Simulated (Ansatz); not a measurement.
ScSi2Ni2 in space group I4/mmm (No. 139; Sc on 2a, Ni on 4d, Si on 4e) under volume change, r²SCAN (plane waves, PAW; program Ansatz), shape and atoms relaxed at each volume.

```tsv
V (Å³/atom)	E − E(relaxed) (meV/atom)	P (GPa)
12.474	63.0	17.75
12.885	26.5	10.89
13.296	6.3	5.02
13.708	0.0	0.01
14.119	5.6	-4.27
14.530	21.3	-7.87
14.941	45.5	-10.93
```

Q: What does a third-order Birch–Murnaghan fit give for V₀, B₀ and B′?

A: V₀ = 13.71 Å³/atom, B₀ = 153 GPa, B′ = 4.3.

The workflow started from an entry of the Crystallography Open Database (COD). Whether it is the stable phase at ambient conditions was not checked. Symmetry was held in the r²SCAN relaxation; its stability against distortions is not shown here. The workflow began spin-polarised and lost its moments.

Potentials: the later of the program's two PAW sets.
